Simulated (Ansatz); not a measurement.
SiO2: ¹⁷O NMR of the central transition

Cell: an entry of the Crystallography Open Database (COD), ions relaxed with PBE at fixed cell.

Space group P4_12_12 (No. 92); a = 4.9727, c = 6.9257 Å.

| site | Wyckoff | site symmetry | x | y | z |
| --- | --- | --- | --- | --- | --- |
| Si | 4a | ..2 | 0.3055 | 0.3055 | 0.0000 |
| O | 8b | 1 | 0.2365 | 0.1167 | 0.1852 |

One atom of each set is listed.

The numbers come from a DFT calculation in Ansatz (PBE, plane waves and PAW, scalar-relativistic, 420 eV cutoff, Γ-centred 6×6×5 k-points, Fermi–Dirac smearing 0.02 eV).

¹⁷O has I = 5/2 and Q = -25.58 mb (Pyykkö 2018); at 7.05 T its Larmor frequency is ν₀ = 40.7 MHz. Only the quadrupole interaction is simulated: positions count from each site's isotropic chemical shift, and shift anisotropy, dipolar and J coupling are left out.

(1) Simulate the second-order pattern (static powder, Gaussian broadening 0.7 kHz) of site O (2 Si at 1.62–1.63 Å, angle 143°).

Answers

(1) The calculation gives C_Q = -5.85 MHz and η = 0.19, so ν_Q = 0.877 MHz and the centre of gravity lies at -125 ppm (-5.10 kHz).

```json
{"offset (kHz)": "-21.76", "height": "0"}
{"offset (kHz)": "-20.27", "height": "19"}
{"offset (kHz)": "-18.79", "height": "55"}
{"offset (kHz)": "-17.30", "height": "61"}
{"offset (kHz)": "-15.81", "height": "70"}
{"offset (kHz)": "-14.33", "height": "93"}
{"offset (kHz)": "-12.84", "height": "95"}
{"offset (kHz)": "-11.36", "height": "70"}
{"offset (kHz)": "-9.87", "height": "61"}
{"offset (kHz)": "-8.38", "height": "56"}
{"offset (kHz)": "-6.90", "height": "53"}
{"offset (kHz)": "-5.41", "height": "51"}
{"offset (kHz)": "-3.93", "height": "50"}
{"offset (kHz)": "-2.44", "height": "50"}
{"offset (kHz)": "-0.95", "height": "50"}
{"offset (kHz)": "0.53", "height": "42"}
{"offset (kHz)": "2.02", "height": "41"}
{"offset (kHz)": "3.50", "height": "45"}
{"offset (kHz)": "4.99", "height": "51"}
{"offset (kHz)": "6.48", "height": "63"}
{"offset (kHz)": "7.96", "height": "100"}
{"offset (kHz)": "9.45", "height": "69"}
{"offset (kHz)": "10.93", "height": "19"}
{"offset (kHz)": "12.42", "height": "0"}
```

At O V_zz runs parallel to the line that joins its two neighbours (within 1°).
